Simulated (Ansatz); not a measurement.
Mo$_{3}$Os (A15 (Cr3Si type), Pm-3n), plane-wave PAW PBEsol (Ansatz code), all energies at zero smearing, with the estimated change up to a 700 eV cutoff added, with one set of potentials and settings (totals compare only within such a set). Cell of 8 atoms (6 Mo, 2 Os): -51886.869 eV.

```tsv
element	reference phase	E (eV/atom)
Mo	Im-3m, 1 atoms in the cell	-4897.4695
Os	P6_3/mmc, 2 atoms in the cell	-11251.0612
```

Formation energy per atom, worked out: (-51886.869 − 6×(-4897.4695) − 2×(-11251.0612))/8 = 0.009 eV/atom (1 kJ per mol of atoms), at 0 K, without zero-point energy or fitted corrections.

The workflow started from a Materials Project entry (that database holds measured and hypothetical structures alike); the Crystallography Open Database files this formula in space group No. 223, but the cells were not matched. Its standing as an ambient phase is unchecked. Symmetry was held in the PBEsol relaxation; whether a distortion lowers the energy is not shown. No spin polarisation was allowed. The references are the lowest solids computed at this level, not always the standard phases. Scalar-relativistic: spin–orbit coupling is off unless named, which matters more the heavier the elements.

Potentials: the later of the program's two PAW sets.
